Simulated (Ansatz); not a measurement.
**Turning moments in CrCo**

The cell (2 atoms) is CrCo as a test cell of our own (not relaxed).

```yaml
crystal:
  lattice:
    - [2.46240, 0.00000, 0.00000]
    - [-1.23121, 2.13252, 0.00000]
    - [0.00000, 0.00000, 4.02110]
  atoms:
    - { symbol: Co, position: [0.33333, 0.66667, 0.25000] }
    - { symbol: Cr, position: [0.66667, 0.33333, 0.75000] }
```

Site labels below count the atoms in this order, from 1.

Method: DFT, PBE, PAW (an earlier, harder data set), plane waves, scalar-relativistic (Ansatz).

| Setting | Value |
| --- | --- |
| Plane-wave cutoff | 930 eV |
| k-point mesh | 4×4×3 (Γ-centred) |
| Occupations | Gaussian smearing, 0.1 eV |

Site vectors of these older runs were integrated over wider regions than atomic spheres, and need not add up to the total.

The mesh is coarse, so energy differences (and at times their sign) aren't converged.

Spins are non-collinear; moments are vectors (x, y, z) in μB. Without spin–orbit coupling a common rotation of all moments costs nothing, so only their relative directions matter.

Default search: extra SCF cycles where an unstable direction or a doubtful shell filling shows. With a search on, the program may also reshape the start on open shells.

Only this run was made, so its end need not be the lowest state of the cell.

(1) Start Co1 (0.70, -2.05, 1.93), Cr2 (0.54, -0.26, 0.36); default search for lower states. What happens?

## Answers

(1) It converges in 31 iterations: site vectors not recorded: net moment 0.11 μB, absolute moment 0.12 μB; the program warns that the starting moments weren't kept.
